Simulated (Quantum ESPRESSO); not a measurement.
```cif
data_CdCl3Cs
_chemical_formula_sum 'Cl3 Cd1 Cs1'
_space_group_name_H-M_alt 'P 1'
_space_group_IT_number 1
_cell_length_a 5.26440
_cell_length_b 5.26440
_cell_length_c 5.26440
_cell_angle_alpha 90.000
_cell_angle_beta 90.000
_cell_angle_gamma 90.000
loop_
_space_group_symop_operation_xyz
  'x, y, z'
loop_
_atom_site_label
_atom_site_type_symbol
_atom_site_fract_x
_atom_site_fract_y
_atom_site_fract_z
_atom_site_occupancy
Cl1 Cl 0.00000 0.50000 0.50000 1
Cl2 Cl 0.50000 0.00000 0.50000 1
Cl3 Cl 0.50000 0.50000 0.00000 1
Cd1 Cd 0.50000 0.50000 0.50000 1
Cs1 Cs 0.00000 0.00000 0.00000 1
```

The geometry is that of Materials Project entry mp-568544, symmetrised and not relaxed again.

What does LDA (Quantum ESPRESSO, PseudoDojo norm-conserving, 102 Ry, without SOC) give for the electronic structure near the Fermi level?

The LDA gap is indirect, 1.45 eV, from R to Γ; the smallest direct gap is 1.94 eV. Another valence extremum on the path lies within 0.02 eV, too close to call. Spin-orbit splittings are left out. The cell is held in this high symmetry; tilts and polar distortions were not searched.
